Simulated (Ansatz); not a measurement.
Given:

P$_{2}$Ru:
```
P2Ru
1.0
    5.07660     0.00000     0.00000
    0.00000     5.83899     0.00000
    0.00000     0.00000     2.85020
P Ru
4 2
Direct
  0.33727   0.87187   0.50000
  0.66273   0.12813   0.50000
  0.83727   0.62813   0.00000
  0.16273   0.37187   0.00000
  0.50000   0.50000   0.50000
  0.00000   0.00000   0.00000
```

This is the LDA-relaxed structure. Cartesian axes are those of the cell as given.

Question: All from the program Ansatz at the LDA level (PAW), unless another level is named. Estimate the electronic dielectric constant ε∞ (DFPT).

Answer: 20.1 (xx), 21.7 (yy), 16.2 (zz).

Question: Give the static dielectric constant ε0 (ions relaxed, cell fixed).

Answer: 30.1 (xx), 29.7 (yy), 34.2 (zz).

Question: Give the Born charges (a third of the trace).

Answer: P +3.08, Ru -6.16 e.

Space group Pnnm. The first step of the workflow began from a Materials Project structure, measured or hypothetical; the Crystallography Open Database files this formula in space group No. 58, but the cells were not matched. Its standing as an ambient phase is unchecked. Symmetry was held in the LDA relaxation; whether a distortion lowers the energy is not shown. The run is not spin-polarised. Spin–orbit coupling is left out wherever it is not named.

Potentials: the later of the program's two PAW sets.
